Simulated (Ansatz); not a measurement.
TaSeS in space group P3m1 (No. 156; Ta on 1a, Se on 1c, S on 1b), LDA in the plane-wave PAW code Ansatz, all energies at zero smearing, with the estimated change up to a 700 eV cutoff added, with one set of potentials and settings (totals compare only within such a set). Cell of 3 atoms (1 Ta, 1 Se, 1 S): -15938.297 eV.

```csv
element,reference phase,E (eV/atom)
Ta,"Im-3m, 1 atoms in the cell",-9682.6136
Se,"P3_121, 3 atoms in the cell",-5383.2604
S,"Fddd, 32 atoms in the cell",-869.4931
```

Formation energy per atom, worked out: (-15938.297 − 1×(-9682.6136) − 1×(-5383.2604) − 1×(-869.4931))/3 = -0.977 eV/atom (-94 kJ per mol of atoms), at 0 K, without zero-point energy or fitted corrections.

The first step of the workflow began from a Materials Project structure, measured or hypothetical; the Crystallography Open Database copy checked does not list it. With Se and S taken as one species the cell has the higher symmetry P-3m1, so it may be an ordered model of a mixed-site phase. Its standing as an ambient phase is unchecked. Symmetry was held in the LDA relaxation. At this level the phase is dynamically unstable (imaginary phonons). No spin polarisation was allowed. A crystal of weakly bound layers computed without a dispersion correction: the cell and the soft elastic constants depend strongly on that. The references are the lowest solids computed at this level, not always the standard phases. Scalar-relativistic: spin–orbit coupling is off unless named, which matters more the heavier the elements.

Potentials: the later of the program's two PAW sets.
